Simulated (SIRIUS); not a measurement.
Set-up for a self-consistent single point of Ni3Sn4 (C2/m, 7 atoms in the cell; from Materials Project mp-20174, changed as shown).

```
CELL_PARAMETERS angstrom
      5.87468    -1.95078     0.00000
      5.87468     1.95078     0.00000
     -1.29663     0.00000     4.82879
ATOMIC_POSITIONS crystal
  Ni 0.00000 0.00000 0.00000
  Ni 0.78416 0.78416 0.66356
  Ni 0.21584 0.21584 0.33644
  Sn 0.57265 0.57265 0.31357
  Sn 0.42735 0.42735 0.68643
  Sn 0.82788 0.82788 0.18744
  Sn 0.17212 0.17212 0.81256
```

Level of theory: PBEsol, GBRV PBEsol ultrasoft pseudopotentials (plane waves; SIRIUS).

SIRIUS settings:

- parameters.ngridk: 4 4 4
- parameters.xc_functionals: [XC_GGA_X_PBE_SOL, XC_GGA_C_PBE_SOL]
- parameters.gk_cutoff: 6.325 1/bohr
- parameters.pw_cutoff: 14.143 1/bohr
- parameters.smearing: fermi_dirac
- parameters.smearing_width: 0.00183747 Ha
- potentials: GBRV PBEsol ultrasoft pseudopotentials
- parameters.electronic_structure_method: pseudopotential
- parameters.num_bands: 66
- parameters.num_mag_dims: 0
- parameters.num_dft_iter: 100
- parameters.energy_tol: 1e-07 Ha
- parameters.density_tol: 1e-06
- mixer.type: anderson
- mixer.beta: 0.7
- mixer.use_hartree: false

Results:

Number of valence electrons: 110
Number of bands: 66
Number of k-points after the program's reduction: 24
Number of plane waves (most at a k-point): 3214
Number of SCF iterations: 33
FFT grid: 60 × 60 × 45
Free energy E − TS: -22653.1434 eV
Fermi level (on the code's own zero): 16.64 eV
Pressure: 13.21 GPa
Largest force (vector length): 0.348 eV/Å

Forces (eV/Å):
| atom | Fx | Fy | Fz |
|---|---|---|---|
| Ni1 | 0.000 | 0.000 | 0.000 |
| Ni2 | 0.021 | 0.000 | 0.065 |
| Ni3 | -0.021 | 0.000 | -0.065 |
| Sn4 | -0.259 | 0.000 | 0.060 |
| Sn5 | 0.259 | 0.000 | -0.060 |
| Sn6 | 0.292 | 0.000 | 0.190 |
| Sn7 | -0.292 | 0.000 | -0.190 |

Stress (GPa, positive for compression):
```
12.26   0.00  -1.81
 0.00  13.73   0.00
-1.81   0.00  13.65
```

For comparison: a first run was changed to give this one (lattice scaled by 0.98), and from it to this one the free energy rises by 62.4 meV/atom, the pressure goes from 3.35 to 13.21 GPa and the largest force goes from 0.219 to 0.348 eV/Å.

The run has no spin polarisation, so moments on Ni cannot form. The structure comes from a collection of computed structures, made at another level of theory; the collection holds predicted forms beside known ones. Its lattice was then scaled. No clean gap shows at this smearing width and mesh (spacing up to 0.43 Å⁻¹); the mesh is coarse for partly filled bands, so the values carry mesh errors.

Cost on one core: roughly 7 core-minutes.
